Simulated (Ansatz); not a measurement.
AlCu in space group C2/m (No. 12; Pearson symbol mS20) at seven volumes, PBEsol (plane waves, PAW; program Ansatz), shape and atoms relaxed at each. One row is withheld.

```csv
V (Å³/atom),P (GPa)
12.383,14.60
12.792,8.91
13.200,4.09
13.608,0.00
14.016,-3.45
14.425,?
14.833,-8.83
```

Question: Fit the shown pressures and predict the withheld one.

Answer: P = (3/2)B₀(x^(7/2) − x^(5/2))[1 + (3/4)(B′ − 4)(x − 1)] with x = (V₀/V)^(2/3). Least squares on the six rows gives V₀ = 13.609 Å³/atom, B₀ = 125 GPa, B′ = 4.55. At V = 14.425, x = 0.9619 and P = -6.38 GPa. The run itself gave -6.37 GPa.

The first step of the workflow began from a Materials Project structure, measured or hypothetical; the Crystallography Open Database files this formula in space group No. 12, but the cells were not matched. Whether it is the stable phase at ambient conditions was not checked. The cell keeps a stress of up to 0.2 GPa. The cell was relaxed with PBEsol under the symmetry of its start; its stability against distortions is not shown here. No spin polarisation was allowed.

Potentials: the later of the program's two PAW sets.
